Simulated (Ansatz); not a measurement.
Relaxed-ion elastic tensor of HfN (rock salt, Fm-3m) in GPa (Voigt order), the program Ansatz at the PBEsol level (PAW); density 14.01 g/cm³, 11.40 Å³ per atom.

```
629  111  111  0.0  0.0  0.0
111  629  111  0.0  0.0  0.0
111  111  629  0.0  0.0  0.0
0.0  0.0  0.0  123  0.0  0.0
0.0  0.0  0.0  0.0  123  0.0
0.0  0.0  0.0  0.0  0.0  123
```

Task: Is the crystal mechanically stable?

Result: Yes: the smallest eigenvalue of C is 123 GPa.

Task: Work out the Voigt, Reuss and Hill averages.

Result: K_V = 284, K_R = 284, K_H = 284; G_V = 177, G_R = 156, G_H = 167 GPa.

Task: Give Young's modulus, Poisson's ratio, Pugh's ratio and the universal anisotropy index.

Result: E = 9KG/(3K + G) = 418 GPa; ν = 0.25; K/G = 1.70 (near the Pugh limit of 1.75, no verdict); A_U = 5G_V/G_R + K_V/K_R − 6 = 0.69.

Task: Estimate the sound speeds and the Debye temperature.

Result: v_l = √((K + 4G/3)/ρ) = 6010 m/s, v_t = √(G/ρ) = 3450 m/s, mean 3830 m/s; Θ = (h/k)(3n/4πV)^(1/3) v_m = 507 K.

Task: Give the Zener ratio and Young's modulus along [100], [110] and [111].

Result: A = 2C44/(C11 − C12) = 0.48; 1/E = S11 − 2(S11 − S12 − S44/2)Γ with Γ = 0, 1/4, 1/3 gives 596, 365, 323 GPa.

Task: Solve the Christoffel equation for the three sound speeds along [100], [110], [111].

Result: Eigenvalues of C_ijkl n_j n_l equal ρv². In km/s, slowest first: [100] 2.97, 2.97, 6.70; [110] 2.97, 4.30, 5.93; [111] 3.90, 3.90, 5.66.

The cell was relaxed with PBEsol under the symmetry of its start. No spin polarisation was allowed. With an odd number of electrons in the cell and no spin polarisation, the count alone makes it a metal. As this level gives no gap, shear constants depend on the k-mesh and smearing (Fermi–Dirac, 0.1 eV here). Spin–orbit coupling is left out wherever it is not named.

Potentials: the earlier of the program's two PAW sets. The files were generated under PBE; for other functionals the program regenerates the frozen cores, and for LDA and PBEsol the local potential too.
